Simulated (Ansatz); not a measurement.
A plane-wave DFT run in Ansatz 0.2.0 (scalar-relativistic PAW potentials unless the input names others): input and command.

```yaml
crystal:
  lattice:
    - [2.5222870174, 0.0, 0.0]
    - [-1.2611435087, 2.1843646327, 0.0]
    - [0.0, 0.0, 10.1957275739]
  atoms:
    - { symbol: B, position: [0.0, 0.0, 0.414165034] }
    - { symbol: B, position: [0.0, 0.0, 0.585834966] }
    - { symbol: B, position: [0.6666666667, 0.3333333333, 0.0309257166] }
    - { symbol: B, position: [0.3333333333, 0.6666666667, 0.9690742834] }
    - { symbol: O, position: [0.6666666667, 0.3333333333, 0.3596238634] }
    - { symbol: O, position: [0.3333333333, 0.6666666667, 0.6403761366] }
kpoints:
  mp_grid: { grid: [18, 18, 4] }
hamiltonian:
  xc: revpbe
scf:
  occupations: { method: gaussian, width: 0.1 }
  algorithm: direct_min
  lower_state_search: "off"
output:
  forces: true
  eigenvalues: true
  stress: true
```

```bash
ansatz run input.yaml --threads 4 --pin off --max-ram 9216MiB --backend cpu --events-out ev --progress --plain --runs-dir out
```

Abridged log:
```
Basis set: ecut = 420 eV, 1097 PW (Γ), exchange–correlation on 36×36×144 points (8 copies of the dense FFT grid, shifted against one another)
Bands: 18, of which v1, the nominal top of the filled ones, is band 12 counted from 1 (11 counted from 0)
Symmetry: 12 space group operations
k-points: 138 of 1296
SCF iter   1: F=—  HF=-1762.102283 eV  |F-HF|=—  |Δ(HF+E_count)|=         —  Δρ=9.15e-3  dr2=3.13e-2  ethr=1.77e-3  ⟨swp⟩=8.3  Hψ=12111  notcnv=0
SCF iter   2: F=—  HF=-1762.103269 eV  |F-HF|=—  |Δ(HF+E_count)|=   9.86e-4  Δρ=3.00e-3  dr2=5.32e-3  ethr=1.30e-4  ⟨swp⟩=4.3  Hψ=6746  notcnv=0  defer=101
SCF iter   3: F=—  HF=-1762.101609 eV  |F-HF|=—  |Δ(HF+E_count)|=   1.66e-3  Δρ=4.14e-4  dr2=2.30e-4  ethr=7.79e-7  ⟨swp⟩=3.3  Hψ=9562  notcnv=0  defer=30
SCF iter   4: F=—  HF=-1762.101540 eV  |F-HF|=—  |Δ(HF+E_count)|=   6.91e-5  Δρ=8.44e-5  dr2=6.48e-6  ethr=5.83e-7  ⟨swp⟩=3.1  Hψ=4942  notcnv=0  defer=7
SCF iter   5: F=—  HF=-1762.101538 eV  |F-HF|=—  |Δ(HF+E_count)|=   1.70e-6  Δρ=3.38e-5  dr2=5.04e-7  ethr=1.64e-8  ⟨swp⟩=3.0  Hψ=4981  notcnv=0  defer=6
SCF iter   6: F=-1762.101538 eV  HF=-1762.101538 eV  |F-HF|=1.40e-8  |Δ(HF+E_count)|=   1.50e-7  Δρ=5.64e-6  dr2=1.74e-8  ethr=1.28e-9  ⟨swp⟩=3.0  Hψ=4827  notcnv=0  defer=4
the search or the solves at the SCF's close seem to have found levels that the self-consistency loop had missed (the run counts 1). By its estimate they hold under 1e-12 electrons; where the run keeps them, the occupations were computed again with them
SCF 1 converged in 6 iterations: F = -1762.101538 eV  dr2 = 1.74e-8
  Residual-converged pass: ⟨swp⟩=3.2  Hψ=5734  notcnv=0  max |occ|·‖R‖ = 6.6e-6 eV (tolerance 6.7e-6 eV) dr2=1.81e-8  dr2_onsite=7.46e-10  max |Δocc| = 1.5e-9
SCF converged after 6 iterations
Stability not checked: this state was not tested for a lower state beside it, because a direct minimisation reached the state, and no test of it is asked (direct_minimisation; see scf.lower_state_search)
Free energy (F): -1762.101538 eV
Harris-Foulkes:  -1762.101538 eV  (|F-HF|=1.40e-8)
Internal energy: -1762.094783 eV  (E = F + TS)
E sigma→0 (E₀):  -1762.098161 eV
Entropy (-TS):   -0.006754 eV (-1.126 meV/atom)
Fermi energy:    6.851750 eV
--- Forces (eV/Å), atoms counted from 1 ---
  atom   1  B      0.00000000     0.00000000     0.19077890
  atom   2  B      0.00000000     0.00000000    -0.19077890
  atom   3  B      0.00000000     0.00000000    -0.03357523
  atom   4  B      0.00000000     0.00000000     0.03357523
  atom   5  O      0.00000000     0.00000000    -0.27956315
  atom   6  O      0.00000000     0.00000000     0.27956315
--- Stress (GPa, compression-positive) ---
        7.177323       0.000000       0.000000
        0.000000       7.177323       0.000000
        0.000000       0.000000       3.524840
  P = ⅓ Tr σ = 5.9598 GPa (59.598 kbar)
```

Apart from outputs, empty bands and the relaxation, which only the reference makes, the input differs from a reference run on usual settings in scf.algorithm: not typed → "direct_min"; hamiltonian.xc: "pbesol" → "revpbe"; scf.lower_state_search: not typed → "off"; basis.ecutwfc: 420 → not typed. The reference, at the same geometry, ended its own course with pressure -0.01 GPa, largest force 0.005 eV/Å, no gap on the mesh. This run converged in 6 SCF iterations with a total energy on another zero, pressure 5.96 GPa, largest force 0.280 eV/Å, no gap on the mesh.

The run took 3.5 s on 4 threads of Intel(R) Xeon(R) Platinum 8488C (Sapphire Rapids), with other jobs on the host, peak memory 0.61 GiB.